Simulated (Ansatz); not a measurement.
Cu₃Au:
```
Cu3Au
1.0
    3.71331     0.00000     0.00000
    0.00000     3.71331     0.00000
    0.00000     0.00000     3.71331
Au Cu
1 3
Direct
  0.00000   0.00000   0.00000
  0.00000   0.50000   0.50000
  0.50000   0.00000   0.50000
  0.50000   0.50000   0.00000
```

Relaxed with PBEsol. Special points in fractions of this cell's reciprocal vectors: Γ (0.000, 0.000, 0.000); X (0.000, 0.500, 0.000); M (0.500, 0.500, 0.000); R (0.500, 0.500, 0.500).

**Question.** List the band energies nearest the Fermi level at these points for DFT-PBEsol in the program Ansatz with PAW potentials.

**Answer.** In eV from the Fermi level; about four levels below and three above (degenerate sets whole), none deeper than 8.9 eV; … stands for higher levels left out; points with the same levels are listed once.

| k | below | above |
|---|---|---|
| Γ | -1.54 -1.54 -1.54 -1.38 -1.38 -1.38 | 1.12 1.12 1.12 |
| X | -2.02 -1.96 -1.54 -1.38 | 5.82 5.82 6.61 6.61 |
| M | -2.19 -0.53 -0.53 -0.39 | 0.35 8.62 9.56 9.56 |
| R | -1.28 -1.24 -1.24 -1.24 | 2.58 … |

Space group Pm-3m (Cu3Au type). The cell was relaxed with PBEsol under the symmetry of its start. The run is not spin-polarised. Scalar-relativistic: spin–orbit coupling is off unless named, which matters more the heavier the elements.

Potentials: the later of the program's two PAW sets.
